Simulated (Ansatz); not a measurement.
In PBE in the plane-wave PAW code Ansatz, AlN in the cubic phase (Pm-3n; Al on 6c, N on 6d) relaxes to a = 5.372 Å. Its formation energy from the elements is -1.25 eV/atom, with no fitted shifts.

It is gapped at this level: 2.64 eV (direct). The valence maximum lies at Γ and the conduction minimum at Γ. Electrons at the band edge weigh 0.33 mₑ (isotropic).

The bulk modulus is 156 GPa.

The start of the workflow was typed in or built on a structure type; neither database checked (COD, Materials Project) lists it. It is not the phase usual at ambient conditions (space group No. 186, 216). The PBE relaxation kept the symmetry of its start; whether a distortion lowers the energy is not shown. The references are the lowest solids computed at this level, not always the standard phases (solids in place of the gases).

Potentials: the later of the program's two PAW sets.
